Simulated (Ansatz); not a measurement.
ScPd₃C: computed property card

ScPd3C:
```
CELL_PARAMETERS angstrom
      4.14763     0.00000     0.00000
      0.00000     4.14763     0.00000
      0.00000     0.00000     4.14763
ATOMIC_POSITIONS crystal
  Sc 0.00000 0.00000 0.00000
  Pd 0.00000 0.50000 0.50000
  Pd 0.50000 0.00000 0.50000
  Pd 0.50000 0.50000 0.00000
  C  0.50000 0.50000 0.50000
```

Space group Pm-3m (No. 221), anti-perovskite; conventional cell a = b = c = 4.148 Å, α = β = γ = 90.00°.

Method: DFT-PBEsol in the program Ansatz with PAW potentials. Geometry: relaxed at this level of theory. Other levels are named where they apply.

### Cell and energy

- Volume per atom: 14.27 Å³
- Density: 8.76 g/cm³
- Formation energy from the elements (no fitted shifts): -0.23 eV/atom

### Electronic structure

- Electronic character = metallic (no gap)
- Density of states at the Fermi level = 0.75 states/eV per atom (mean over ±0.08 eV)
- Gap with spin–orbit coupling = none (metallic)

### Mechanics

- Bulk modulus (Birch–Murnaghan fit): 188 GPa
- Pressure derivative B′: 4.7
- Elastic constants (relaxed ions, GPa): C11 = 295, C12 = 134, C44 = 7.5
- Mechanical stability: stable (all eigenvalues of C positive)

### Phonons

Highest zone-centre frequency: 476 cm^-1
Zone-centre stability: unstable, softest mode 17i cm⁻¹

The start of the workflow was typed in or built on a structure type; neither database checked (COD, Materials Project) lists it. Its standing as an ambient phase is unchecked. The cell was relaxed with PBEsol under the symmetry of its start; phonons show weakly imaginary modes. The run is not spin-polarised. As this level gives no gap, shear constants depend on the k-mesh and smearing (Fermi–Dirac, 0.1 eV here). As this level gives no gap, phonon frequencies hold no LO–TO term and depend on the k-mesh and smearing (Fermi–Dirac, 0.1 eV here). The references are the lowest solids computed at this level, not always the standard phases. Spin–orbit coupling is left out wherever it is not named.

Potentials: the earlier of the program's two PAW sets. The files were generated under PBE; for other functionals the program regenerates the frozen cores, and for LDA and PBEsol the local potential too.
